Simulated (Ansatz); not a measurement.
LaZrNO2:
```cif
data_La4N4O8Zr4
_chemical_formula_sum 'La4 Zr4 N4 O8'
_space_group_name_H-M_alt 'I212121'
_space_group_IT_number 24
_space_group_name_Hall 'I 2b 2c'
_cell_length_a 5.89804
_cell_length_b 5.92015
_cell_length_c 8.21907
_cell_angle_alpha 90.000
_cell_angle_beta 90.000
_cell_angle_gamma 90.000
loop_
_atom_site_label
_atom_site_type_symbol
_atom_site_symmetry_multiplicity
_atom_site_Wyckoff_symbol
_atom_site_fract_x
_atom_site_fract_y
_atom_site_fract_z
_atom_site_occupancy
La1 La 4 a 0.27331 0.00000 0.25000 1
Zr1 Zr 4 b 0.25000 0.48386 0.00000 1
N1 N 4 c 0.50000 0.25000 0.06438 1
O1 O 4 a 0.13917 0.50000 0.25000 1
O2 O 4 c 0.00000 0.25000 0.56166 1
```
(The calculation used a cell of 10 atoms; values per cell refer to that cell.)

Relaxed with PBE.

Which orbitals make up the states near the band edges in the program Ansatz at the PBE level (PAW)?

Top 1 eV of the valence band: N 2p 57 %, O 2p 24 %, Zr 4d 7 %, La 5d 5 %. Bottom 1 eV of the conduction band: Zr 4d 54 %, La 4f 26 %, La 5d 12 %. Projections are on Löwdin-orthogonalised atomic valence shells; empty p or d shells of many metals are not among them.

Tabulate the density of states.

States/eV per cell of 10 atoms, in 0.25 eV bins, energy from the valence-band maximum.

```csv
E (eV),total,La 4f,O 2p,Zr 4d
-7.90,0.00,0.00,0.00,0.00
-7.65,0.00,0.00,0.00,0.00
-7.40,0.00,0.00,0.00,0.00
-7.15,0.00,0.00,0.00,0.00
-6.90,0.00,0.00,0.00,0.00
-6.65,0.00,0.00,0.00,0.00
-6.40,0.00,0.00,0.00,0.00
-6.15,0.00,0.00,0.00,0.00
-5.90,0.00,0.00,0.00,0.00
-5.65,0.00,0.00,0.00,0.00
-5.40,0.00,0.00,0.00,0.00
-5.15,0.00,0.00,0.00,0.00
-4.90,0.00,0.00,0.00,0.00
-4.65,0.37,0.00,0.23,0.07
-4.40,4.90,0.02,3.15,0.95
-4.15,10.39,0.06,6.30,1.65
-3.90,9.44,0.07,5.96,1.62
-3.65,8.51,0.07,5.64,1.31
-3.40,8.89,0.07,5.97,1.20
-3.15,9.70,0.09,6.49,1.27
-2.90,10.88,0.12,7.30,1.09
-2.65,10.74,0.14,7.20,0.91
-2.40,9.13,0.16,5.61,0.70
-2.15,8.37,0.17,5.52,0.50
-1.90,9.38,0.18,5.88,0.59
-1.65,4.97,0.11,2.03,0.40
-1.40,5.90,0.15,1.74,0.57
-1.15,8.50,0.23,2.29,0.80
-0.90,7.74,0.23,2.19,0.63
-0.65,7.92,0.22,1.98,0.56
-0.40,7.21,0.26,1.41,0.36
-0.15,1.06,0.04,0.13,0.03
0.10,0.00,0.00,0.00,0.00
0.35,0.00,0.00,0.00,0.00
0.60,0.00,0.00,0.00,0.00
0.85,0.00,0.00,0.00,0.00
1.10,0.00,0.00,0.00,0.00
1.35,0.00,0.00,0.00,0.00
1.60,0.00,0.00,0.00,0.00
1.85,0.00,0.00,0.00,0.00
2.10,0.00,0.00,0.00,0.00
2.35,0.30,0.03,0.01,0.21
2.60,1.02,0.18,0.03,0.65
2.85,2.93,0.62,0.08,1.81
3.10,6.58,1.94,0.28,3.28
3.35,11.01,4.51,0.55,3.77
3.60,18.88,13.41,0.46,2.50
3.85,50.88,45.77,0.68,1.58
4.10,32.41,27.41,0.76,2.09
4.35,12.61,6.44,0.58,3.63
```

Space group I2_12_12_1. The start of the workflow was typed in or built on a structure type; neither database checked (COD, Materials Project) lists it. Whether it is the stable phase at ambient conditions was not checked. Symmetry was held in the PBE relaxation; its stability against distortions is not shown here. The run is not spin-polarised. Spin–orbit coupling is left out wherever it is not named.

Potentials: the earlier of the program's two PAW sets.
